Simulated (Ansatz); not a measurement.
The start is a relaxed Te cell, doubled along one cell vector, shaken by Gaussian noise of σ = 0.08 Å a coordinate. The cell and all atomic positions are relaxed at zero pressure with PBEsol (plane waves to 420 eV, PAW, scalar-relativistic; Ansatz, an electronic-structure program). The first steps use a coarse 3×6×3 k-mesh.

Input geometry:
```
Te
1.0
    7.48154     0.00000     0.00000
    0.00000     3.93138     0.00000
    0.00000     0.00000     8.52600
Te
8
Cartesian
  5.55402  -0.00623   0.71284
  5.79330   0.01763   5.10772
  2.03324  -0.04706   3.52193
  1.79951   0.04757   7.63059
  3.85413   2.09416   2.08717
  3.63222   2.07911   6.55892
  0.08141   1.79970   2.12073
 -0.10488   1.96641   6.31330
```

**Question.** How does the volume per atom move from start to end?

**Answer.** +1.5 %, from 31.35 to 31.83 Å³/atom.

**Question.** Does it find its way back to the structure it was made from?

**Answer.** It does not go back: it reaches P4₁ (No. 76), 0.02 eV/atom below the parent.

**Question.** How do the shortest distances between atoms change?

**Answer.** The closest pairs of elements (up to four, under 3.6 Å), start → end: Te–Te 2.79 → 2.84 Å.

**Question.** Give the final cell and atomic positions.

**Answer.** 
Space group P4₁ (No. 76); a = b = 4.2206 Å, c = 7.1477 Å, α = β = γ = 90.00°

```csv
atom,site,symmetry,x,y,z
Te,4a,1,0.1321,0.5339,0.2534
```

Final values are on a 8×8×5 k-mesh of the relaxed cell. No spin polarisation in the result.

The relaxed structure here is a generated cell of Te: the first start was made by a random draw of sites in a space group, and the end was not matched to a known phase here, so it may be hypothetical. Known forms of Te include space group No. 152.
